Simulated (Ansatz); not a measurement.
## From the elastic tensor of Cu₃Pt at 15 GPa (stress–strain coefficients) to moduli and sound speeds

Theory: DFT LDA, scalar-relativistic, plane waves, PAW in Ansatz. Settings: 420 eV plane-wave cutoff, Γ-centred 12×12×12 mesh, Fermi-Dirac smearing of 0.15 eV. No spin polarisation.

The structure is cubic, space group Pm-3m (No. 221). The conventional cell has a = 3.559 Å, b = 3.559 Å, c = 3.559 Å, α = 90.00°, β = 90.00°, γ = 90.00°. Around Cu (site symmetry 4/mmm) lie 8 Cu at 2.52 Å and 4 Pt at 2.52 Å. Pt (site symmetry m-3m) is surrounded by 12 Cu at 2.52 Å.

In a metal, frequencies and elastic constants depend on the k mesh and the smearing, soft modes and shear constants most. Spin–orbit coupling is left out, which can shift energies with elements as heavy as these. Other phases may be more stable at this pressure.

Relaxed-ion constants (GPa, on the Cartesian axes of the calculation):
C11 = 354.6, C12 = 261.2, C13 = 261.2, C22 = 354.6, C23 = 261.2, C33 = 354.6, C44 = 136.8, C55 = 136.8, C66 = 136.8 GPa; the others vanish.

Density 14.211 g/cm³; 4 atoms in 45.07 Å³.

The values that follow are for a polycrystal of randomly turned grains, by Hill's mean where one number stands. In a crystal this anisotropic the Voigt and Reuss bounds lie far apart, so Hill's mean and the sound speeds and Debye temperature from it are rough.

With S = C⁻¹: B_V = (C11+C22+C33+2(C12+C13+C23))/9, G_V = (C11+C22+C33−C12−C13−C23+3(C44+C55+C66))/15, 1/B_R = S11+S22+S33+2(S12+S13+S23), 15/G_R = 4(S11+S22+S33−S12−S13−S23)+3(S44+S55+S66); Hill is their mean. Then v_l = √((B+4G/3)/ρ), v_t = √(G/ρ), v_m = [(2/v_t³+1/v_l³)/3]^(−1/3) and Θ = (ħ/k_B)·v_m·(6π²n/V)^(1/3) for n atoms in the volume V; E = 9BG/(3B+G), ν = (3B−2G)/(2(3B+G)) and A^U = 5G_V/G_R + B_V/B_R − 6.

| Property | Result |
| --- | --- |
| Bulk modulus, Voigt / Reuss / Hill | 292.4 / 292.4 / 292.4 GPa |
| Shear modulus, Voigt / Reuss / Hill | 100.8 / 77.2 / 89.0 GPa |
| Young's modulus | 242 GPa |
| Poisson ratio | 0.362 |
| Pugh ratio B/G | 3.29 |
| Universal anisotropy index | 1.52 |
| Longitudinal and transverse sound speeds | 5378 and 2502 m/s |
| Debye temperature from the mean sound speed | 374 K |

Cost: 1 run of about 2.3 core-minutes, on Intel Xeon Platinum 8259CL (Skylake/Cascade Lake) (shared hosts).